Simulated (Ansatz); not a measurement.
Data:

YC2:
```xyz
3
Lattice="-1.7945 1.7945 3.0572 1.7945 -1.7945 3.0572 1.7945 1.7945 -3.0572" Properties=species:S:1:pos:R:3 pbc="T T T"
Y      0.0000     0.0000     0.0000
C      0.0000     0.0000     2.4120
C      0.0000     0.0000     3.7025
```

This is the LDA-relaxed structure. Cartesian axes are those of the cell as given.

Question: All from DFT-LDA in the program Ansatz with PAW potentials, unless another level is named. Estimate the bulk modulus (Birch–Murnaghan fit).

Answer: 1270 kbar.

Question: What about the highest zone-centre frequency?

Answer: 1677 cm⁻¹.

Question: What about the elastic constants (relaxed ions, GPa)?

Answer: C11 = 207, C12 = 101, C13 = 23.8, C33 = 524, C44 = 4.2, C66 = 103.

Space group I4/mmm (MoSi2 or CaC2 type). The workflow started from an entry of the Crystallography Open Database (COD). Its standing as an ambient phase is unchecked. Symmetry was held in the LDA relaxation; of distortions, only those at the zone centre were tested. No spin polarisation was allowed. As this level gives no gap, shear constants depend on the k-mesh and smearing (Fermi–Dirac, 0.1 eV here). As this level gives no gap, phonon frequencies hold no LO–TO term and depend on the k-mesh and smearing (Fermi–Dirac, 0.1 eV here).

Potentials: the later of the program's two PAW sets.
